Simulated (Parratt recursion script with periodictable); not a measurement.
Peak EUV reflectivity of a Si/Rh multilayer on Si against the number of periods

```
layer, from the top  thickness (Å)  density (g/cm³)  rms roughness of its top face (Å)  δ at 13.5 nm  β at 13.5 nm
-------------------  -------------  ---------------  ---------------------------------  ------------  ------------
Si (in each period)           35.1            2.313                                  2  9.927 × 10⁻⁴      0.001813
Rh (in each period)           35.1           12.398                                  2        0.1248       0.03117
Si (substrate)                   –            2.313                                  2  9.927 × 10⁻⁴      0.001813
```

The refractive index is n = 1 − δ + iβ; the runs take δ and β at each wavelength of the scan. Vacuum lies above.

Densities are inputs, not measurements. They were set from computed cells of the Materials Project: Si from entry mp-149 (Fd-3m, 2.313 g/cm³); Rh from entry mp-74 (Fm-3m, 12.398 g/cm³). A layer's crystal structure does not enter its constants, only its composition and density.

Model: EUV and soft X-ray reflectivity, Parratt recursion, Névot-Croce roughness, Henke tables. Program: Parratt recursion script with periodictable 1.7.1.

Light falls at α = 6° from the surface normal. It is s-polarised. The wavelength is scanned from 12.42 to 14.58 nm in 161 evenly spaced points, without smoothing. The peak is the highest scan point; its wavelength and height come from a parabola through R at that point and its two neighbours.

The runs differ in the number of periods N alone.

```
N    peak λ (nm)  peak R (%)
---  -----------  ----------
5         13.395        21.8
15        13.357           ?
100       13.399        53.6
```

Problem. Estimate the peak reflectivity for N = 15, trying the form R = R∞ tanh²(aN).

Solution. Take R∞ from the largest stack, 53.6 % at N = 100. For the shown row under 97 % of it, y = artanh[(R/R∞)^½] is 0.754 at N = 5, so a = 0.151. This form gives tanh²y = 1.000 at N = 100, in keeping with the choice of R∞. At N = 15, y = 2.265 and R = 53.6 × tanh²y = 51.3 %.

The run gave 49.7 %, so the form misses by 1.6 points.
